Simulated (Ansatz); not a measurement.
**Notes on Cl**

```
Cl
1.0
     3.12679    2.13915    0.00000
     3.12679   -2.13915    0.00000
     0.00000    0.00000   -8.17952
Cl
4
Direct
  0.13610 0.86390 0.88950
  0.36390 0.63610 0.38950
  0.86390 0.13610 0.11050
  0.63610 0.36390 0.61050
```

Level: PBEsol, no spin polarisation; 420 eV; 7×7×3 Γ-centred mesh; gaussian occupations (width 0.0282 eV); Ansatz 0.2.0, fixed geometry.

Question: Which orbitals make up the band edges?

Answer: Within 0.7 eV of the edges, the states project mainly on Cl p (99 %) below the gap and on Cl p (95 %) above it.

Question: Is the cell too large or too small?

Answer: The pressure is -4.1 GPa (compression positive), so with the atoms held at these fractions the cell would first shrink; the forces are large, so a full relaxation may end otherwise. The principal stresses -8.6, -4.3, 0.6 GPa differ, so its shape would change too.

Question: Describe some of the short contacts.

Answer: Cl–Cl at 2.15 Å: least valence density 0.81 e/Å³ and ELF 0.68 there, a shared, covalent-like contact. These are pseudo-fields; inside the PAW spheres they differ from the all-electron ones.

Question: Which atom feels the largest force, and which way?

Answer: The largest is on Cl3 (and as large on other atoms): 1.41 eV/Å, components (0.00, 0.86, 1.12). It makes 5° with the line to a nearest neighbour, Cl1 at 2.15 Å, pointing towards it.

Question: Is there a gap, and of what kind?

Answer: The gap is 1.72 eV, indirect (the least direct gap found is 1.76 eV).

Origin: a known structure type with other elements, at an estimated volume, so it need not be a known compound.
